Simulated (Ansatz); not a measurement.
FeS2:
```
CELL_PARAMETERS angstrom
      5.32370     0.00000     0.00000
      0.00000     5.32370     0.00000
      0.00000     0.00000     5.32370
ATOMIC_POSITIONS crystal
  Fe 0.00000 0.00000 0.00000
  Fe 0.50000 0.50000 0.00000
  Fe 0.00000 0.50000 0.50000
  Fe 0.50000 0.00000 0.50000
  S  0.38169 0.38169 0.38169
  S  0.88169 0.11831 0.61831
  S  0.61831 0.88169 0.11831
  S  0.11831 0.61831 0.88169
  S  0.61831 0.61831 0.61831
  S  0.11831 0.88169 0.38169
  S  0.38169 0.11831 0.88169
  S  0.88169 0.38169 0.11831
```

Relaxed with PBEsol. 

Q: HSE06 on this cell (Ansatz, a quantum-chemistry and plane-wave program, PAW) gives a gap of 1.74 eV. What does PBEsol give?

A: 0.24 eV.

Cost on shared cores: the PBEsol run (SCF on a 5×5×5 mesh, then bands and DOS) about 2.4 core-minutes (a rough figure), the HSE06 run (SCF on 3×3×3, then a few points) about 6 core-minutes (a rough figure); the tasks are unlike.

Space group Pa-3. The PBEsol relaxation kept the symmetry of its start. The workflow began spin-polarised and lost its moments.

Potentials: the later of the program's two PAW sets.

Ansatz is a plane-wave DFT program.
